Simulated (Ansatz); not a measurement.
BN:
```
BN
1.0
    4.40182     0.00000     0.00000
    0.00000     4.40182     0.00000
    0.00000     0.00000     2.53815
B N
4 4
Direct
  0.17420   0.82580   0.50000
  0.82580   0.17420   0.50000
  0.67420   0.67420   0.00000
  0.32580   0.32580   0.00000
  0.81226   0.81226   0.50000
  0.18774   0.18774   0.50000
  0.68774   0.31226   0.00000
  0.31226   0.68774   0.00000
```

Relaxed with r²SCAN. Independent-particle spectrum: no excitons, no local fields, no scissors shift; 0.1 eV broadening; ε₁ of the summed bands alone.

**Question.** Tabulate the dielectric function from r²SCAN (plane waves, PAW; program Ansatz).

**Answer.** 

```csv
E (eV),ε₁ xx,ε₂ xx,ε₁ zz,ε₂ zz
0.0,4.24,0.00,4.03,0.00
0.3,4.24,0.00,4.03,0.00
0.6,4.25,0.00,4.03,0.00
0.9,4.26,0.00,4.04,0.00
1.2,4.27,0.00,4.05,0.00
1.5,4.29,0.00,4.07,0.00
1.8,4.31,0.00,4.08,0.00
2.1,4.33,0.00,4.11,0.00
2.4,4.37,0.00,4.13,0.00
2.7,4.40,0.00,4.16,0.00
3.0,4.44,0.00,4.19,0.00
3.3,4.49,0.00,4.23,0.00
3.6,4.54,0.00,4.27,0.00
3.9,4.60,0.00,4.32,0.00
4.2,4.66,0.00,4.37,0.00
4.5,4.74,0.00,4.43,0.00
4.8,4.82,0.00,4.49,0.00
5.1,4.92,0.00,4.57,0.00
5.4,5.02,0.00,4.65,0.00
5.7,5.14,0.00,4.74,0.00
6.0,5.28,0.00,4.84,0.00
6.3,5.43,0.00,4.96,0.00
6.6,5.61,0.00,5.09,0.00
6.9,5.82,0.01,5.24,0.00
7.2,6.07,0.02,5.42,0.00
7.5,6.37,0.03,5.63,0.01
7.8,6.74,0.09,5.89,0.01
8.1,7.10,0.14,6.24,0.03
8.4,7.65,0.19,6.71,0.29
8.7,8.31,0.35,6.92,0.50
9.0,9.09,0.64,7.23,0.51
9.3,10.22,0.98,7.95,0.61
9.6,11.94,1.83,9.04,1.73
9.9,14.15,4.28,9.06,2.91
10.2,14.58,11.18,8.13,4.20
10.5,7.35,11.14,7.61,3.12
10.8,7.97,10.71,9.10,3.79
11.1,5.34,12.19,8.53,5.24
11.4,2.79,11.27,8.13,5.75
11.7,2.26,9.15,8.03,5.22
12.0,2.70,9.17,9.67,5.42
```

With all bands, ε∞ without local fields is 4.43 (xx = yy), 4.19 (zz). DFPT, with local fields, gives 4.45 (xx = yy), 4.20 (zz).

Space group P4_2/mnm. The workflow started from a Materials Project entry (that database holds measured and hypothetical structures alike); the Crystallography Open Database copy checked does not list it. It is not the phase usual at ambient conditions (space group No. 186, 194, 216). Symmetry was held in the r²SCAN relaxation; whether a distortion lowers the energy is not shown.

Potentials: the earlier of the program's two PAW sets.
